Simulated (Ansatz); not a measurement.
## Equation of state of Zr from a dense series

```yaml
crystal:
  lattice:
    - [3.23200, 0.00000, 0.00000]
    - [-1.61600, 2.79899, 0.00000]
    - [0.00000, 0.00000, 5.14700]
  atoms:
    - { symbol: Zr, position: [0.33333, 0.66667, 0.25000] }
    - { symbol: Zr, position: [0.66667, 0.33333, 0.75000] }
```

Atom numbers follow the list: Zr1, Zr2.

The conventional cell has a = 3.232 Å, b = 3.232 Å, c = 5.147 Å, α = 90.00°, β = 90.00°, γ = 120.00°. Zr (atom 1) is surrounded by 12 Zr at 3.18 to 3.23 Å.

The geometry is COD entry 9008523, unchecked; take it as a test cell.

These are results of DFT, PBEsol, all-electron LAPW, scalar-relativistic (Ansatz 0.2.0), not measurements.

Settings: a Γ-centred 13×13×7 k mesh, Fermi–Dirac smearing of 0.08 eV, basis error target 1 meV/atom, no spin polarisation.

The cell is scaled evenly. Fractional coordinates are held (clamped ions).

```tsv
V (Å³/atom)	P (GPa)
21.884	2.81
22.117	1.69
22.350	0.61
22.699	-0.92
22.815	-1.40
23.048	-2.35
23.281	-3.25
23.514	-4.11
23.746	-4.94
23.863	-5.34
24.212	-6.49
24.445	-7.21
```

Problem. Fit a third-order Birch–Murnaghan curve to the pressures.

Solution. P = (3B0/2)(y^(7/2) − y^(5/2))[1 + (3/4)(B0′ − 4)(y − 1)] with y = (V0/V)^(2/3) fits within 0.01 GPa for V0 = 22.486 Å³/atom, B0 = 99.1 GPa and B0′ = 3.26.

Problem. Predict the pressure at the withheld volume, 24.678 Å³/atom.

Solution. There y = 0.9399, so the fit gives -7.91 GPa; the run gave -7.90 GPa.
